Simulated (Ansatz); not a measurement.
An element in the sc structure gives these cold pressures by all-electron LAPW under PBEsol (Ansatz 0.2.0, scalar-relativistic, no spin polarisation).

```tsv
V (Å³/atom)	P (GPa)
23.70	-0.02
21.80	7.01
19.91	17.14
18.01	32.3
16.12	56.9
14.22	98.7
12.32	172.6
10.66	288.7
```

Problem. Which element is it?

Solution. Zr. Its zero-pressure volume in this structure is near 23.7 Å³/atom; the volume and the steepness of P(V) together point to it, though neighbours can come close. Other candidates weren't computed, and some may come near.
